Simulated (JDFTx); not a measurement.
System: Si(111) (Fd-3m bulk; lattice of mp-149, not re-optimised at this level), (2×1) cell of 8 atoms in 4 planes, area 25.66 Å² a face, 3.9 Å between the outermost planes in a cell 22.9 Å high; k mesh 3×6×1, Fermi width 0.003 Ha, no spin polarisation. Both faces carry F and Cl (1.00 monolayer in all).

Computed with JDFTx (a modified build): PBE, GBRV ultrasoft potentials, plane waves to 20/100 Ha. Each face has two sites a cell, capped by F and F, F and Cl, or Cl and Cl, and relaxed in vacuum within the start's symmetry. The ionisation potential is minus the Kohn-Sham valence edge against vacuum. These are electronic energies without vibrational corrections.

| caps | energy of the cell (eV) | ionisation potential (eV) |
|---|---|---|
| all F | -3515.530 | 6.59 |
| half F, half Cl | -3010.402 | 6.07 |
| all Cl | -2505.177 | 5.72 |

Worked example: the mixing energy a site, and the change of the surface dipole a site on going from F to Cl.

The cell has four sites (two a face). Mixing energy: [-3010.402 − ½(-3515.530 + -2505.177)]/4 = -12 meV a site; no gas reference enters. Within this ordered cell the caps prefer to mix. The ionisation potential changes by -0.88 eV. Read as a dipole layer, ΔIP = 4π(e²/4πε₀) p/A with A = 12.83 Å² a site and e²/4πε₀ = 14.40 eV Å gives p = -0.062 e Å = -0.30 D a site, negative end outward where positive. This takes the valence edge to be the same kind of state under both caps, which surface states can spoil.
